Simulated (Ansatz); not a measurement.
Input:

TaAl:
```
CELL_PARAMETERS angstrom
      3.20809     0.00000     0.00000
      0.00000     3.20809     0.00000
      0.00000     0.00000     3.20809
ATOMIC_POSITIONS crystal
  Ta 0.00000 0.00000 0.00000
  Al 0.50000 0.50000 0.50000
```

This is the r²SCAN-relaxed structure.

Q: All from the program Ansatz at the r²SCAN level (PAW), unless another level is named. Give the formation energy from the elements (no fitted shifts).

A: 0.069 eV/atom.

Q: What about the density of states at the Fermi level?

A: 0.96 states/eV per atom (mean over ±0.08 eV).

Q: Predict the gap with spin–orbit coupling.

A: none (metallic).

Space group Pm-3m (CsCl type). The start of the workflow was typed in or built on a structure type; neither database checked (COD, Materials Project) lists it. Whether it is the stable phase at ambient conditions was not checked. The r²SCAN relaxation kept the symmetry of its start. At this level the phase is mechanically unstable. The run is not spin-polarised. The references are the lowest solids computed at this level, not always the standard phases. Spin–orbit coupling is left out wherever it is not named.

Potentials: the earlier of the program's two PAW sets.
